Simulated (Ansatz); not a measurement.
TiH₂:
```yaml
crystal:
  lattice:
    - [-1.59843, 1.59843, 2.08367]
    - [1.59843, -1.59843, 2.08367]
    - [1.59843, 1.59843, -2.08367]
  atoms:
    - { symbol: H, position: [0.75000, 0.25000, 0.50000] }
    - { symbol: H, position: [0.25000, 0.75000, 0.50000] }
    - { symbol: Ti, position: [0.00000, 0.00000, 0.00000] }
```

Relaxed with r²SCAN. Special points in fractions of this cell's reciprocal vectors: Γ (0.000, 0.000, 0.000); X (0.000, 0.000, 0.500); P (0.250, 0.250, 0.250); N (0.000, 0.500, 0.000); M (0.500, 0.500, -0.500); S (0.397, 0.603, -0.397); S0 (-0.397, 0.397, 0.397); R (-0.294, 0.294, 0.500); G (0.500, 0.500, -0.294).

List the band energies nearest the Fermi level at these points for the program Ansatz at the r²SCAN level (PAW).

In eV from the Fermi level; about four levels below and three above (degenerate sets whole), none deeper than 8.9 eV; points with the same levels are listed once.

| k | below | above |
|---|---|---|
| Γ | -0.42 -0.42 | 0.13 0.27 1.20 |
| X | -6.20 -6.17 -3.30 | 2.39 2.47 2.74 |
| P | -6.24 -6.24 -2.22 | 1.32 2.40 4.20 4.20 |
| N | -7.90 -5.73 -0.52 | 0.23 2.31 2.52 |
| M | -6.93 -5.00 -3.13 | 2.43 2.55 2.55 |
| S | -6.89 -5.22 -2.63 | 1.66 2.25 3.44 |
| R | -6.70 -5.48 -2.37 | 1.02 2.62 3.72 |

Space group I4/mmm. The workflow started from an entry of the Crystallography Open Database (COD), which files this formula under 2 space groups. Its standing as an ambient phase is unchecked. Symmetry was held in the r²SCAN relaxation; whether a distortion lowers the energy is not shown. No spin polarisation was allowed.

Potentials: the later of the program's two PAW sets.
